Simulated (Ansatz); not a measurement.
Relaxed-ion elastic tensor of MoSe₂ in space group P6_3/mmc (No. 194; Mo on 2c, Se on 4f) in GPa (Voigt order), PBE+D3(BJ) (plane waves, PAW; program Ansatz); density 7.12 g/cm³, 19.74 Å³ per atom.

```
 185  40.9  13.1   0.0   0.0   0.0
40.9   185  13.1   0.0   0.0   0.0
13.1  13.1  64.7   0.0   0.0   0.0
 0.0   0.0   0.0  22.2   0.0   0.0
 0.0   0.0   0.0   0.0  22.2   0.0
 0.0   0.0   0.0   0.0   0.0  72.2
```

Q: Is the crystal mechanically stable?

A: Yes: the smallest eigenvalue of C is 22.2 GPa.

Q: Work out the Voigt, Reuss and Hill averages.

A: K_V = 63.3, K_R = 47.1, K_H = 55.2; G_V = 47.9, G_R = 34.6, G_H = 41.2 GPa.

Q: Give Young's modulus, Poisson's ratio, Pugh's ratio and the universal anisotropy index.

A: E = 9KG/(3K + G) = 99.0 GPa; ν = 0.20; K/G = 1.34 (brittle by the Pugh limit of 1.75); A_U = 5G_V/G_R + K_V/K_R − 6 = 2.26.

Q: Estimate the sound speeds and the Debye temperature.

A: v_l = √((K + 4G/3)/ρ) = 3930 m/s, v_t = √(G/ρ) = 2410 m/s, mean 2660 m/s; Θ = (h/k)(3n/4πV)^(1/3) v_m = 293 K.

Q: How much does each axis shrink under pressure?

A: Linear compressibilities β_i = Σ_j S_ij (j = 1 to 3): x 3.6, y 3.6, z 14 per TPa.

The PBE+D3(BJ) relaxation kept the symmetry of its start; phonons on a q-mesh show no instability. No spin polarisation was allowed.

Potentials: the later of the program's two PAW sets.
